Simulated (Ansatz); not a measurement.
VW$_{3}$ in space group Fm-3m (No. 225; V on 4a, W on 8c, W on 4b), r²SCAN in the plane-wave PAW code Ansatz, all energies at zero smearing, with the estimated change up to a 700 eV cutoff added, with one set of potentials and settings (totals compare only within such a set). Cell of 4 atoms (1 V, 3 W): -34109.344 eV.

```tsv
element	reference phase	E (eV/atom)
V	Im-3m, 1 atoms in the cell	-2917.0669
W	Im-3m, 1 atoms in the cell	-10397.2967
```

Formation energy per atom, worked out: (-34109.344 − 1×(-2917.0669) − 3×(-10397.2967))/4 = -0.097 eV/atom (-9 kJ per mol of atoms), at 0 K, without zero-point energy or fitted corrections.

The first step of the workflow began from a Materials Project structure, measured or hypothetical; the Crystallography Open Database copy checked does not list it. With V and W taken as one species the cell has the higher symmetry Im-3m, so it may be an ordered model of a mixed-site phase. Its standing as an ambient phase is unchecked. Symmetry was held in the r²SCAN relaxation; whether a distortion lowers the energy is not shown. The run is not spin-polarised. The references are the lowest solids computed at this level, not always the standard phases. Spin–orbit coupling is left out wherever it is not named.

Potentials: the later of the program's two PAW sets.
